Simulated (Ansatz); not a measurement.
ZnS:
```
CELL_PARAMETERS angstrom
      3.80708     0.00000     0.00000
     -1.90354     3.29703     0.00000
      0.00000     0.00000     6.24658
ATOMIC_POSITIONS crystal
  Zn 0.33333 0.66667 0.00035
  Zn 0.66667 0.33333 0.50035
  S  0.33333 0.66667 0.37465
  S  0.66667 0.33333 0.87465
```

This is the r²SCAN-relaxed structure. Cartesian axes are those of the cell as given.

**Question.** All from r²SCAN (plane waves, PAW; program Ansatz), unless another level is named. Predict the HSE06 gap on the r²SCAN cell.

**Answer.** 3.43 eV.

**Question.** And the hole effective mass, band 1 of 2 at the edge?

**Answer.** 1.6 along x, 1.5 along z (mₑ).

**Question.** Next, the electron effective mass?

**Answer.** 0.18, 0.21, 0.21 mₑ (principal values).

**Question.** And the valence-band maximum?

**Answer.** at Γ.

Space group P6_3mc (wurtzite). Symmetry was held in the r²SCAN relaxation.

Potentials: the earlier of the program's two PAW sets. The files were generated under PBE; for other functionals the program regenerates the frozen cores, and for LDA and PBEsol the local potential too.
